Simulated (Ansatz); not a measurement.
A distorted cell of Zr (hcp, Mg type):

```yaml
crystal:
  lattice:
    - [3.24591, 0.00000, 0.00000]
    - [-1.62295, 2.81104, 0.00000]
    - [0.00000, 0.00000, 5.15116]
  atoms:
    - { symbol: Zr, position: [0.33333, 0.66667, 0.75000] }
    - { symbol: Zr, position: [0.72025, 0.44050, 0.33037] }
```

Level of theory: r2SCAN (plane waves to 500 eV, PAW, scalar-relativistic; Ansatz, a first-principles code). k mesh 13×13×7 (Γ-centred), Fermi-Dirac smearing 0.05 eV. E stands for the smeared free energy. Stress and pressure are positive under compression. With partly filled bands, energies and forces of such displacements shift with the k mesh and the smearing. The PAW data are Ansatz's earlier set. Zr is run without spin polarisation. Zr was relaxed with its symmetry unable to fall.

Task: Predict the force on every atom, in eV/Å.

Result: 
| atom | Fx | Fy | Fz |
|---|---|---|---|
| Zr1 | 0.000 | 0.186 | 2.674 |
| Zr2 | 0.000 | -0.186 | -2.674 |

Task: Give the stress tensor in GPa and the pressure.

Result: 
```
    5.9      0.0      0.0
    0.0      0.1      0.4
    0.0      0.4      9.5
```
The pressure, a third of the trace, is 5.2 GPa.

Task: In it atom 2 sits (0.000, 0.301, 0.414) Å away from its relaxed site. What is its energy relative to the relaxed cell?

Result: 514 meV/cell.

(A displaced cell: forces are minus the slopes of the energy, force constants its curvatures, and phonons follow from these.)
